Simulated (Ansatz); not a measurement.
One crystal and one scan (frozen-phonon scan) at two levels, r2SCAN (plane waves to 500 eV, PAW, scalar-relativistic; Ansatz, an electronic-structure program) and PBE (plane waves to 420 eV, PAW, scalar-relativistic; Ansatz), each from its own relaxed cell and on its own mesh. The cell shown is that of r2SCAN.

Rh (fcc, Cu type)

```
CELL_PARAMETERS angstrom
      0.00000     3.80000     3.80000
      1.90000     0.00000     1.90000
      1.90000     1.90000     0.00000
ATOMIC_POSITIONS crystal
  Rh 0.00000 0.00000 0.00000
  Rh 0.50000 0.00000 0.00000
```

The atoms are displaced by Q × the pattern below (from a DFPT mode at L = (0.5, 0.0, 0.0), largest move 1; Q in Å), at fixed cell. It is one choice among 2 degenerate patterns. (q is in reciprocal vectors of the primitive cell; the cell shown is doubled to hold the pattern.)

```csv
atom,x,y,z
Rh1,-0.285,0.520,-0.805
Rh2,0.285,-0.520,0.805
```

Rh is run without spin polarisation. Rh was relaxed with its symmetry unable to fall. With partly filled bands, energies and forces of such displacements shift with the k mesh and the smearing. Percentages come from the unrounded values.

Results of r2SCAN:

```
Item                                                                                                                                               Value
----------------------------------------------------------------------------------------  --------------------------------------------------------------
Lattice constant a (Å)                                                                                                                             3.800
Harmonic wavenumber from the curvature (finite differences) (cm⁻¹ (negative: imaginary))                                                             139
Shape of the curve                                                                        a single well with its minimum at or next to zero displacement
```

Problem. What does PBE give for the same quantities?

Solution. 
| quantity | PBE | r2SCAN − PBE |
|---|---|---|
| Lattice constant a (Å) | 3.830 | -0.030 (-0.8 %) |
| Harmonic wavenumber from the curvature (finite differences) (cm⁻¹ (negative: imaginary)) | 134 | +5 (+3 %) |

r2SCAN gives the higher value for: harmonic wavenumber from the curvature. r2SCAN gives the lower value for: lattice constant a. Both give the same shape of the curve: a single well with its minimum at or next to zero displacement. Neither level is exact: the differences show how much the result hangs on the functional.

(A displaced cell: forces are minus the slopes of the energy, force constants its curvatures, and phonons follow from these.)
